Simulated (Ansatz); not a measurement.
Question: Each is relaxed and computed with PBE in the plane-wave PAW code Ansatz. Which is the only one with a gap?
A) Hf2Si, P6_3/mmc (Si on 2c, Hf on 2a, Hf on 2d)
B) Ba4Si23, I-43m (Pearson symbol cI54)
C) HfSi, CsCl type
D) BaHfO3, cubic perovskite

Answer: D, BaHfO3, cubic perovskite. BaHfO3: gap 3.62 eV (indirect); HfSi: metal; Hf2Si: metal; Ba4Si23: metal. Constructed cells (a structure type filled with these elements, in neither database checked): HfSi, CsCl type; Hf2Si, P6_3/mmc (Si on 2c, Hf on 2a, Hf on 2d). Typed or built starts, not in the databases checked: Ba4Si23, I-43m (Pearson symbol cI54). All cells were relaxed under the symmetry of their starts (and spin orders); stability against distortions was not tested throughout. Rows with no word on spin ran without spin polarisation. Scalar-relativistic: spin–orbit coupling is off unless named, which matters more the heavier the elements.

Potentials: the later of the program's two PAW sets.
